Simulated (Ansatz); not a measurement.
## BaTiO3 at a changed volume: 17O NMR of the central transition

Cell: a COD entry, relaxed with PBE at fixed cell and then changed (volume scaled by 0.96, ions relaxed).

```
CELL_PARAMETERS angstrom
3.94574 0.00000 0.00000
0.00000 3.94574 0.00000
0.00000 0.00000 3.96370
ATOMIC_POSITIONS crystal
Ba 0.00000 0.00000 0.00034
Ti 0.50000 0.50000 0.48972
O 0.50000 0.50000 0.01552
O 0.50000 0.00000 0.51121
O 0.00000 0.50000 0.51121
```

Atoms are numbered from 1 in the order listed; like atoms form one site, named after its first atom.

Level of theory: DFT, PBE, plane waves and PAW, scalar-relativistic, 420 eV cutoff, Γ-centred 8×8×8 k-points, Fermi–Dirac smearing 0.02 eV (Ansatz 0.2.0).

17O has I = 5/2 and Q = -25.58 mb (Pyykkö 2018); at 9.4 T its Larmor frequency is ν₀ = 54.3 MHz. Only the quadrupole interaction is simulated: positions count from each site's isotropic chemical shift, and J coupling is left out, as are shift anisotropy and dipolar coupling, which fast spinning averages.

Q: Give C_Q, η, the quadrupolar product P_Q = |C_Q|(1 + η²/3)^½, the second-order isotropic shift and the breadth of the pattern (fast magic-angle spinning) for each O site.

A: 

| site | first shell | C_Q (MHz) | η | P_Q (MHz) | δ_QIS (ppm) | breadth (kHz) |
| --- | --- | --- | --- | --- | --- | --- |
| O3 | 2 Ti at 1.88–2.08 Å, angle 180°; also 4 Ba at 2.79 Å | -1.13 | 0.00 | 1.13 | -2.62 | 0.304 |
| O4 | 2 Ti at 1.97 Å, angle 175°; also 4 Ba at 2.77–2.83 Å | -1.44 | 0.00 | 1.44 | -4.20 | 0.488 |

δ_QIS = −(ν_Q²/30ν₀²)[I(I+1) − 3/4](1 + η²/3) × 10⁶ ppm with ν_Q = 3|C_Q|/[2I(2I−1)]; it falls as 1/B₀² in ppm, and the breadth as 1/B₀ in kHz.

An axis of threefold or higher order runs through O3, so V_zz lies along it and η is zero. At O4 V_zz points along the line of its two bonds (within 1°).

At this changed cell the PBE pressure is 10 GPa.
